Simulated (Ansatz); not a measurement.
According to plane-wave PAW PBEsol (Ansatz code), AgI in the hexagonal phase (P6_422; Ag on 3c, I on 3d) relaxes to a = 4.449 Å, c = 10.394 Å. Its formation energy from the elements is -0.16 eV/atom, with no fitted shifts.

The Kohn–Sham gap is 0.56 eV (indirect). The valence maximum lies at A and the conduction minimum at Γ. The electron mass is 0.13 mₑ (isotropic). The hole mass is 0.30, 0.30, 0.55 mₑ (principal values).

Perturbation theory gives ε∞ = 6.60 (xx = yy), 7.55 (zz). Born charges are Ag +1.27, I -1.27 e.

The start of the workflow was typed in or built on a structure type; neither database checked (COD, Materials Project) lists it. It is not the phase usual at ambient conditions (space group No. 186, 216). The PBEsol relaxation kept the symmetry of its start; whether a distortion lowers the energy is not shown. No spin polarisation was allowed. Point labels and valley counts follow the cell and symmetry of the run, lower than the named group. The references are the lowest solids computed at this level, not always the standard phases. Spin–orbit coupling is left out wherever it is not named.

Potentials: the later of the program's two PAW sets.
